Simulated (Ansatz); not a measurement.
WOF$_{4}$:
```
WOF4
1.0
   -3.13568     3.13568     1.93935
    3.13568    -3.13568     1.93935
    3.13568     3.13568    -1.93935
W O F
1 1 4
Cartesian
  0.00000   0.00000   0.00678
  0.00000   0.00000   2.15424
  2.58476  -1.40672   2.23391
  1.72896   0.55092   0.29456
  0.55092   4.54240   0.29456
  1.40672   2.58476   2.23391
```

x, y and z are the axes in which the lattice vectors are written.

Q: Give the high-frequency dielectric tensor and the Born effective charge tensors of the independent atoms from DFPT, the program Ansatz at the LDA level (PAW).

A: 
ε∞:
```
2.63  0.00  0.00
0.00  2.63  0.00
0.00  0.00  3.52
```
Z* of atom 1 (W), rows: field, columns: displacement, in e:
```
 5.05   0.03   0.00
-0.03   5.05   0.00
 0.00   0.00   7.24
```
Z* of atom 2 (O), rows: field, columns: displacement, in e:
```
-0.56  -0.03   0.00
 0.03  -0.56   0.00
 0.00   0.00  -4.78
```
Z* of atom 3 (F), rows: field, columns: displacement, in e:
```
-0.66   0.42   0.08
 0.42  -1.58  -0.23
 0.10  -0.25  -0.62
```

Static charges for comparison (Bader): W1 +3.20, O2 -0.92, F3 -0.57 e. Born charges measure polarisation by displacement and can exceed these by far.

Space group I4. The first step of the workflow began from a Materials Project structure, measured or hypothetical; the Crystallography Open Database copy checked does not list it. Its standing as an ambient phase is unchecked. Symmetry was held in the LDA relaxation; whether a distortion lowers the energy is not shown. No spin polarisation was allowed. No Hubbard U is applied. A crystal of weakly bound chains computed without a dispersion correction: the cell and the soft elastic constants depend strongly on that. Scalar-relativistic: spin–orbit coupling is off unless named, which matters more the heavier the elements.

Potentials: the later of the program's two PAW sets.
